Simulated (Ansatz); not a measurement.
Method: Ansatz 0.2.0, DFT PBE, scalar-relativistic, plane waves, PAW. Settings: cutoff 420 eV, Γ-centred meshes spaced at most about 0.3 Å⁻¹, and about 0.25 Å⁻¹ or finer for metals (2π included), Gaussian smearing. Collinear spin in cells that started with moments and kept them past the coarse steps, no spin elsewhere.

All energies are static (0 K, no zero-point motion).

Two forms of TiSn5 were relaxed alike.

A. (site moments Ti 1.8 μB)

```xyz
6
Lattice="0.0000 4.3426 4.3426 4.3426 0.0000 4.3426 4.3426 4.3426 0.0000" Properties=species:S:1:pos:R:3 pbc="T T T"
Ti    0.0000    0.0000    0.0000
Sn    6.5140    6.5140    6.5140
Sn    5.4318    5.4318    3.2535
Sn    5.4318    3.2535    5.4318
Sn    3.2535    5.4318    5.4318
Sn    3.2535    3.2535    3.2535
```

B. (no spin)

```xyz
6
Lattice="5.3007 0.0000 0.0000 0.0000 5.3007 0.0000 0.0000 0.0000 10.5215" Properties=species:S:1:pos:R:3 pbc="T T T"
Ti    2.6503    2.6503    0.0000
Sn    2.6503    0.0000    0.0000
Sn    0.0000    2.6503    0.0000
Sn    2.6503    2.6503    2.5743
Sn    2.6503    2.6503    7.9471
Sn    2.6503    2.6503    5.2607
```

Question: Which is lower in energy, and by how much?

Answer: A is lower, by 192 meV/atom. A has space group F-43m (No. 216), 27.3 Å³/atom and no gap on its mesh; B has space group P4/mmm (No. 123), 49.3 Å³/atom and no gap. Counting all near atoms (those within 1.25 times the shortest distance at each site; a plus sign parts nearer from farther groups; a slash parts the counts of unlike sites), A has Ti 16, Sn 6+6/16 and B has Ti 6, Sn 2. Their magnetic states differ too, which can make part of the margin. The denser one is the lower, and pressure would at first widen the difference. Even the lower one lies +0.36 eV/atom against the reference forms of the elements (uncorrected), so neither is stable at this level. In A, around Ti lie 16 Sn at 3.60–3.76 Å; Sn on a site of symmetry -43m is surrounded by 12 Sn at 3.60 Å and 4 Ti at 3.76 Å; Sn on a site of symmetry 3m has 6 Sn at 3.06–3.08 Å, 3 Ti at 3.60 Å and 3 Sn at 3.60 Å. In B, around Ti lie 6 Sn at 2.57–2.65 Å; around Sn on a site of symmetry mmm lie 2 Ti at 2.65 Å; Sn on a site of symmetry 4mm has 1 Ti at 2.57 Å and 1 Sn at 2.69 Å; 1 more site not described. Both come from invented guesses. A third cell relaxed alike, in R-3m, lies 178 meV/atom below the lower of the two.

Another magnetic order may lie lower. Cells relaxed within their symmetry can be saddle points.
